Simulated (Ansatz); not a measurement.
Mg₂H₆Os, in the lowest of the structures calculated here: Fm-3m (No. 225), cF36; a = 6.646 Å, b = 6.646 Å, c = 6.646 Å, α = 90.00°, β = 90.00°, γ = 90.00°; Mg 8c (0.250, 0.250, 0.250); H 24e (0.000, 0.000, 0.253); Os 4a (0.000, 0.000, 0.000). Method: r2SCAN (plane waves to 500 eV, PAW, scalar-relativistic; Ansatz, a first-principles code). Element references, the lowest calculated here: Os (P6₃/mmc), H (Pa-3, a generated molecular cell), Mg (P6₃/mmc); gases are represented by their molecular solids.

Question: Predict the formation energy of this Fm-3m form of Mg2H6Os from the elements from r2SCAN.

Answer: -0.40 eV/atom.

Static energies, no anion corrections, no zero-point energy. Values are rounded to 0.01 eV/atom. Spin-orbit coupling is missing from these energies, which matters for elements this heavy. The compounds carry no spin polarisation.
